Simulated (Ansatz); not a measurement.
YHSe in space group P-6m2 (No. 187; Y on 1a, H on 1c, Se on 1f), plane-wave PAW r²SCAN (Ansatz code). The conduction-band minimum lies at Γ, with 1 equivalent valley. Second derivatives d²E/dk² of the lowest band at one valley (eV·Å²), along Cartesian directions:

```
direction  d²E/dk²
---------  -------
[100]        35.60
[010]        35.60
[001]        13.23
[110]        35.60
[101]        24.42
[011]        24.42
```

Question: Find the principal effective masses, the density-of-states mass and the conductivity mass.

Answer: Off-diagonal terms follow from H_xy = H[110] − (H_xx + H_yy)/2, and m*/mₑ = 7.620 eV·Å² over each eigenvalue: 0.21, 0.21, 0.58. One valley's DOS mass (m₁m₂m₃)^(1/3) = 0.30, conductivity mass 3/(Σ 1/mᵢ) = 0.27 mₑ.

Question: What effective density of states Nc follows at 300 K for parabolic valleys?

Answer: Nc = 2.509e19 × 1 × (0.30)^(3/2) ≈ 4.1e18 cm⁻³.

The first step of the workflow began from a Materials Project structure, measured or hypothetical; the Crystallography Open Database copy checked does not list it. Its standing as an ambient phase is unchecked. The cell was relaxed with r²SCAN under the symmetry of its start; its stability against distortions is not shown here. No spin polarisation was allowed. Scalar-relativistic: spin–orbit coupling is off unless named, which matters more the heavier the elements.

Potentials: the later of the program's two PAW sets.

Edges and masses are those of Kohn–Sham bands, whose gap is no quasiparticle gap.
